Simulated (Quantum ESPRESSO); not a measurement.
Simulation results for Hf$_{3}$TaNO$_{7}$ (made-up cell), HfIn$_{3}$NO$_{5}$ (made-up cell)

Calculation on a made-up crystal cell, not a measurement, with one named mistake planted (healthy values lack it): periodic Kohn-Sham density functional theory in plane waves with PseudoDojo standard norm-conserving scalar-relativistic pseudopotentials, each functional with its own files (v0.5 for PBE, v0.4.1 for LDA and PBEsol), no spin polarisation, no spin-orbit coupling, atoms not relaxed, stress positive in tension, energies less a fixed whole-eV offset for each atom's element; levels are Kohn-Sham levels at fractions of this cell's reciprocal vectors, counted from the reference band (half the neutral cell's valence electrons, rounded up) at Gamma; error bars cover cutoff and k-mesh only, not smearing or the files; each bar is the largest change over components, and at least 0.002 eV, 0.002 eV per angstrom or 0.02 GPa; a charged cell sits in a uniform background, with energy and stress on this program's zero of potential; no dispersion term; energies are for the whole cell, and the offsets were chosen from early runs and are not element reference energies; a distance is the largest change of any value in units of its error bar (the energy's for the smearing term), a scale change is of lengths, and a coarse mesh keeps the half-step shift; machines and their load varied, so run times do not measure scaling. Program: Quantum ESPRESSO 7.5.

Common to all entries: intended functional pbe; intended cutoff 1143 eV; intended fermi dirac smearing 0.025 eV; intended scf tolerance 1e-07 eV; intended electrons removed 0; healthy smearing term minus ts 0 eV; faulty run processor AMD EPYC, Zen 5 class, virtual cores; structure shown as intended, without the mistake.

Notes on all entries: the hafnium pseudopotential is less sure than the others, with forces about 3 percent (worst 6) and pressure in oxides about 1.5 GPa (worst 2.7) from a second method in checks, which the error bars do not cover.

(1) Hf$_{3}$TaNO$_{7}$ (made-up cell)

Intended structure:
```
CELL_PARAMETERS angstrom
5.25070 -0.00910 -0.03230
-0.00910 5.14390 -0.00750
-0.03230 -0.00750 5.17360
ATOMIC_POSITIONS crystal
Hf 0.98239 0.01576 0.99007
Hf 0.03320 0.50933 0.49793
Ta 0.49877 0.01587 0.48062
Hf 0.49622 0.48144 0.99719
O 0.25218 0.24078 0.25718
O 0.24489 0.25154 0.76666
O 0.24429 0.75118 0.24629
O 0.24960 0.74840 0.76024
N 0.77036 0.24399 0.23328
O 0.74849 0.24353 0.75839
O 0.76594 0.73558 0.23607
O 0.76543 0.76603 0.76099
```

| Quantity | Value |
| --- | --- |
| lattice type | fluorite |
| healthy free energy less offsets | -4.993 eV |
| healthy scf iterations | 16 |
| healthy pressure | -12.82 GPa |
| healthy stress xx | 18.25 GPa |
| healthy stress yy | 8.69 GPa |
| healthy stress zz | 11.53 GPa |
| healthy stress yz | -1.8 GPa |
| healthy stress xz | -1.99 GPa |
| healthy stress xy | 1.77 GPa |
| healthy reference band | 48 |
| fault kind | wrong charge |
| fault electrons removed | -1 |
| faulty run command | pw.x -nk 1 -in in |
| intended k mesh | 4 x 4 x 4, shifted by half a step |
| faulty free energy less offsets | 8.946 eV |
| faulty scf iterations | 16 |
| faulty smearing term minus ts | -0.01795 eV |
| faulty pressure | 8.528 GPa |
| faulty stress xx | -4.371 GPa |
| faulty stress yy | -10.75 GPa |
| faulty stress zz | -10.46 GPa |
| faulty stress yz | -0.8632 GPa |
| faulty stress xz | -1.933 GPa |
| faulty stress xy | 0.8989 GPa |
| faulty reference band | 48 |
| other mistakes compared | 7 |
| distance from healthy | 6969 error bars |
| distance from nearest other mistake | 784.5 error bars |
| healthy error bar energy | 0.002 eV |
| healthy error bar stress | 0.03834 GPa |
| healthy error bar force | 0.007375 eV/Å |
| healthy error bar next band up | 0.002 eV |
| faulty wall time of scf and band steps on a shared machine | 916.2 s |

Atoms:
```csv
atoms element,atom site,atom energy offset (eV)
Hf,1,-1535
Hf,2,-1535
Ta,3,-1770
Hf,4,-1535
O,5,-452
O,6,-452
O,7,-452
O,8,-452
N,9,-283
O,10,-452
O,11,-452
O,12,-452
```

Healthy forces:
```csv
site,x (eV/Å),y (eV/Å),z (eV/Å)
1,-0.477,-1.585,0.6
2,-2.114,0.694,-0.271
3,2.8,0.176,-1.319
4,1.923,0.983,0.626
5,1.513,0.181,1.173
6,0.714,-0.409,-1.465
7,1.571,0.122,1.22
8,1.205,0.011,-1.266
9,-2.883,-0.696,2.898
10,-1.52,0.84,-1.96
11,-1.469,0.548,1.559
12,-1.264,-0.865,-1.795
```

Healthy levels:
```csv
level k point,next band up (eV)
Gamma,1.101
"(1/2,1/2,1/2)",1.362
"(0.15,0,0)",1.193
"(0,0.15,0)",1.172
"(0,0,0.15)",1.193
```

Faulty forces:
```csv
site,x (eV/Å),y (eV/Å),z (eV/Å)
1,-0.7286,-1.145,0.9804
2,-1.942,0.4377,-0.639
3,2.553,-0.3976,-0.4462
4,2.136,0.5835,0.9413
5,0.8073,0.5946,0.4061
6,0.2913,-0.2607,-1.105
7,1.039,-0.1276,0.7455
8,0.8777,-0.04108,-0.9537
9,-1.945,-0.192,2.03
10,-1.021,1.032,-1.719
11,-1.118,0.5478,1.284
12,-0.9499,-1.032,-1.524
```

Faulty levels:
```csv
level k point,next band up (eV)
Gamma,1.521
"(1/2,1/2,1/2)",1.957
"(0.15,0,0)",1.629
"(0,0.15,0)",1.615
"(0,0,0.15)",1.632
```

(2) Hf$_{3}$TaNO$_{7}$ (made-up cell)

Structure as in entry 1.

| Item | Value |
| --- | --- |
| lattice type | fluorite |
| healthy free energy less offsets | -4.993 eV |
| healthy scf iterations | 16 |
| healthy pressure | -12.82 GPa |
| healthy stress xx | 18.25 GPa |
| healthy stress yy | 8.69 GPa |
| healthy stress zz | 11.53 GPa |
| healthy stress yz | -1.8 GPa |
| healthy stress xz | -1.99 GPa |
| healthy stress xy | 1.77 GPa |
| healthy reference band | 48 |
| fault kind | cell scaled |
| fault scale change | -1.83 percent |
| faulty run command | pw.x -nk 1 -in in |
| intended k mesh | 4 x 4 x 4, shifted by half a step |
| faulty free energy less offsets | -5.323 eV |
| faulty scf iterations | 15 |
| faulty smearing term minus ts | 0 eV |
| faulty pressure | -0.7126 GPa |
| faulty stress xx | 6.645 GPa |
| faulty stress yy | -3.773 GPa |
| faulty stress zz | -0.7335 GPa |
| faulty stress yz | -2.163 GPa |
| faulty stress xz | -3.075 GPa |
| faulty stress xy | 1.967 GPa |
| faulty reference band | 48 |
| other mistakes compared | 7 |
| distance from healthy | 325.1 error bars |
| distance from nearest other mistake | 335.5 error bars |
| healthy error bar energy | 0.002 eV |
| healthy error bar stress | 0.03834 GPa |
| healthy error bar force | 0.007375 eV/Å |
| healthy error bar next band up | 0.002 eV |
| faulty wall time of scf and band steps on a shared machine | 792.8 s |

Atoms:
```csv
atoms element,atom site,atom energy offset (eV)
Hf,1,-1535
Hf,2,-1535
Ta,3,-1770
Hf,4,-1535
O,5,-452
O,6,-452
O,7,-452
O,8,-452
N,9,-283
O,10,-452
O,11,-452
O,12,-452
```

Healthy forces:
```csv
site,x (eV/Å),y (eV/Å),z (eV/Å)
1,-0.477,-1.585,0.6
2,-2.114,0.694,-0.271
3,2.8,0.176,-1.319
4,1.923,0.983,0.626
5,1.513,0.181,1.173
6,0.714,-0.409,-1.465
7,1.571,0.122,1.22
8,1.205,0.011,-1.266
9,-2.883,-0.696,2.898
10,-1.52,0.84,-1.96
11,-1.469,0.548,1.559
12,-1.264,-0.865,-1.795
```

Healthy levels:
```csv
level k point,next band up (eV)
Gamma,1.101
"(1/2,1/2,1/2)",1.362
"(0.15,0,0)",1.193
"(0,0.15,0)",1.172
"(0,0,0.15)",1.193
```

Faulty forces:
```csv
site,x (eV/Å),y (eV/Å),z (eV/Å)
1,-0.09251,-1.836,0.789
2,-2.601,0.581,-0.2123
3,3.102,-0.05037,-1.191
4,2.117,1.26,0.7549
5,1.492,0.2378,1.107
6,0.7734,-0.597,-1.702
7,1.749,0.2231,1.126
8,1.422,0.2245,-1.286
9,-3.122,-0.5683,3.336
10,-1.644,1.072,-2.363
11,-1.642,0.6087,1.757
12,-1.554,-1.155,-2.115
```

Faulty levels:
```csv
level k point,next band up (eV)
Gamma,1.195
"(1/2,1/2,1/2)",1.486
"(0.15,0,0)",1.299
"(0,0.15,0)",1.279
"(0,0,0.15)",1.296
```

(3) HfIn$_{3}$NO$_{5}$ (made-up cell)

Intended structure:
```
CELL_PARAMETERS angstrom
2.79830 1.61560 4.93460
-2.79830 1.61560 4.93460
0.00000 -3.23110 4.93460
ATOMIC_POSITIONS crystal
In 0.33467 0.38187 0.33931
In 0.15345 0.15746 0.15085
In 0.64707 0.63264 0.64464
Hf 0.87905 0.82663 0.85587
O 0.55929 0.94074 0.25671
O 0.24769 0.54162 0.96051
N 0.93172 0.25070 0.59540
O 0.43713 0.05518 0.76558
O 0.73347 0.44769 0.04627
O 0.03711 0.74079 0.45482
```

| Property | Result |
| --- | --- |
| lattice type | corundum |
| healthy free energy less offsets | 5.498 eV |
| healthy scf iterations | 14 |
| healthy pressure | 0 GPa |
| healthy stress xx | -1.67 GPa |
| healthy stress yy | 4.19 GPa |
| healthy stress zz | -2.53 GPa |
| healthy stress yz | -0.88 GPa |
| healthy stress xz | -0.17 GPa |
| healthy stress xy | 1.2 GPa |
| fault kind | wrong functional |
| fault functional | lda |
| faulty run command | mpirun -np 4 pw.x -nk 4 -in in |
| intended k mesh | 5 x 5 x 5, shifted by half a step |
| faulty free energy less offsets | 24.54 eV |
| faulty scf iterations | 14 |
| faulty smearing term minus ts | 0 eV |
| faulty pressure | -11.58 GPa |
| faulty stress xx | 10.42 GPa |
| faulty stress yy | 15.82 GPa |
| faulty stress zz | 8.501 GPa |
| faulty stress yz | -0.9948 GPa |
| faulty stress xz | -0.1882 GPa |
| faulty stress xy | 1.336 GPa |
| other mistakes compared | 7 |
| distance from healthy | 7153 error bars |
| distance from nearest other mistake | 5938 error bars |
| healthy error bar energy | 0.002662 eV |
| healthy error bar stress | 0.02384 GPa |
| healthy error bar force | 0.002 eV/Å |
| faulty wall time of scf and band steps on a shared machine | 189 s |

Atoms:
```csv
atoms element,atom site,atom energy offset (eV)
In,1,-1808
In,2,-1808
In,3,-1808
Hf,4,-1535
O,5,-452
O,6,-452
N,7,-283
O,8,-452
O,9,-452
O,10,-452
```

Healthy forces:
```csv
site,x (eV/Å),y (eV/Å),z (eV/Å)
1,1.959,-2.124,1.053
2,0.378,-1.738,-1.796
3,-1.506,0.21,0.253
4,-2.909,0.85,0.135
5,0.507,1.332,-0.992
6,-1.777,0.958,-0.739
7,3.5,-0.103,-2.578
8,1.153,0.26,0.373
9,-0.056,0.523,1.902
10,-1.249,-0.167,2.389
```

Faulty forces:
```csv
site,x (eV/Å),y (eV/Å),z (eV/Å)
1,1.762,-1.942,0.8954
2,0.419,-1.494,-1.605
3,-1.297,0.2162,0.3678
4,-2.706,0.7739,-0.01551
5,0.5312,1.325,-1.027
6,-1.847,0.7931,-0.809
7,3.316,-0.08534,-2.483
8,1.206,0.1618,0.4958
9,-0.2432,0.6278,1.852
10,-1.14,-0.3767,2.329
```

(4) HfIn$_{3}$NO$_{5}$ (made-up cell)

Structure as in entry 3.

| Property | Result |
| --- | --- |
| lattice type | corundum |
| healthy free energy less offsets | 5.498 eV |
| healthy scf iterations | 14 |
| healthy pressure | 0 GPa |
| healthy stress xx | -1.67 GPa |
| healthy stress yy | 4.19 GPa |
| healthy stress zz | -2.53 GPa |
| healthy stress yz | -0.88 GPa |
| healthy stress xz | -0.17 GPa |
| healthy stress xy | 1.2 GPa |
| fault kind | wrong charge |
| fault electrons removed | 1 |
| faulty run command | mpirun -np 4 pw.x -nk 4 -in in |
| intended k mesh | 5 x 5 x 5, shifted by half a step |
| faulty free energy less offsets | -3.979 eV |
| faulty scf iterations | 16 |
| faulty smearing term minus ts | -0.01928 eV |
| faulty pressure | -17.81 GPa |
| faulty stress xx | 15.96 GPa |
| faulty stress yy | 20.06 GPa |
| faulty stress zz | 17.41 GPa |
| faulty stress yz | -1.268 GPa |
| faulty stress xz | 1.239 GPa |
| faulty stress xy | 1.103 GPa |
| other mistakes compared | 7 |
| distance from healthy | 3560 error bars |
| distance from nearest other mistake | 3185 error bars |
| healthy error bar energy | 0.002662 eV |
| healthy error bar stress | 0.02384 GPa |
| healthy error bar force | 0.002 eV/Å |
| faulty wall time of scf and band steps on a shared machine | 209.5 s |

Atoms:
```csv
atoms element,atom site,atom energy offset (eV)
In,1,-1808
In,2,-1808
In,3,-1808
Hf,4,-1535
O,5,-452
O,6,-452
N,7,-283
O,8,-452
O,9,-452
O,10,-452
```

Healthy forces:
```csv
site,x (eV/Å),y (eV/Å),z (eV/Å)
1,1.959,-2.124,1.053
2,0.378,-1.738,-1.796
3,-1.506,0.21,0.253
4,-2.909,0.85,0.135
5,0.507,1.332,-0.992
6,-1.777,0.958,-0.739
7,3.5,-0.103,-2.578
8,1.153,0.26,0.373
9,-0.056,0.523,1.902
10,-1.249,-0.167,2.389
```

Faulty forces:
```csv
site,x (eV/Å),y (eV/Å),z (eV/Å)
1,2.066,-1.48,1.372
2,0.7384,-1.227,-2.096
3,-2.212,0.2489,0.4015
4,-1.966,-0.2402,-0.3109
5,0.336,1.215,-0.9798
6,-1.726,0.7239,-0.7808
7,2.916,-0.1224,-2.159
8,0.9137,0.4873,0.2474
9,0.2745,0.615,1.891
10,-1.341,-0.221,2.414
```
